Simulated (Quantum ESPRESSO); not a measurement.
# Si3O4NF: convergence and cost over cutoff and k mesh

Computed values, not a measurement. The program is pw.x of Quantum ESPRESSO 7.5 (plane-wave density functional theory). The cell is made up: 9 atoms on a quartz lattice, with randomly drawn elements, strain and displacements, not relaxed. PseudoDojo standard norm-conserving files (v0.5 for PBE, v0.4.1 for LDA and PBEsol) set the functional; there is no spin polarisation, spin-orbit coupling or dispersion term, and the masses in the input are unused placeholders.

Input of the run in row 4:

```
&control calculation='scf', pseudo_dir='./dojo.nc.sr.pbe.v0_5.standard.upf', outdir='./o', disk_io='low', tprnfor=.true., tstress=.true. /
&system ibrav=0, nat=9, ntyp=4, nbnd=30, ecutwfc=84.00895049, nosym=.true., tot_charge=0,
 occupations='smearing', smearing='fd', degauss=0.0018374661
/
&electrons conv_thr=7.350e-09, electron_maxstep=60, /
ATOMIC_SPECIES
F 1.0 F.upf
N 1.0 N.upf
O 1.0 O.upf
Si 1.0 Si.upf
CELL_PARAMETERS angstrom
4.9288 0.0 0.0
-2.4644 4.2684 0.0
0.0 0.0 5.4099
ATOMIC_POSITIONS angstrom
Si 2.3087 -0.062 3.6196
Si -1.128 1.9814 1.8155
Si 1.3029 2.2664 -0.0277
O 1.3542 1.1976 4.249
N 3.2589 0.5587 2.4481
O 2.7906 2.5221 0.6856
O 0.2955 1.7613 1.1289
F -1.0967 3.196 2.9341
O 0.8406 3.6387 4.7515
K_POINTS automatic
5 5 4 1 1 1
```

The same cell was run at these settings. Meshes are shifted by half a step, and differences are from the last row, which is itself not exact.

| cutoff (eV) | k mesh | k points solved | threshold (eV) | free energy less the last row's (eV) | pressure (GPa) | largest stress difference (GPa) | largest force difference (eV/Å) | iterations | wall time (s) | k-point pools | processor |
| --- | --- | --- | --- | --- | --- | --- | --- | --- | --- | --- | --- |
| 800 | 2 x 2 x 2 | 4 | 1e-04 | 0.909 | 1.18 | 9.08 | 0.021 | 7 | 10 | 4 | AMD EPYC, older |
| 1143 | 1 x 1 x 1 | 1 | 1e-07 | -0.130 | 10.37 | 1.65 | 0.824 | 12 | 16 | 4 | AMD EPYC, older |
| 637 | 5 x 5 x 4 | 50 | 1e-07 | 6.185 | -27.37 | 37.67 | 0.146 | 12 | 39 | 4 | AMD EPYC, older |
| 1143 | 5 x 5 x 4 | 50 | 1e-07 | 0.002 | 10.23 | 0.02 | 0.002 | 12 | 75 | 4 | AMD EPYC, older |
| 1437 | 7 x 7 x 6 | 147 | 1e-07 | 0.000 | 10.25 | 0.00 | 0.000 | 12 | 365 | 4 | AMD EPYC, older |

Each pool is one process. Wall times include start-up and a band step at six k points, which weighs most on the coarsest meshes. The runs were on shared virtual cores whose load varied, so times are rough.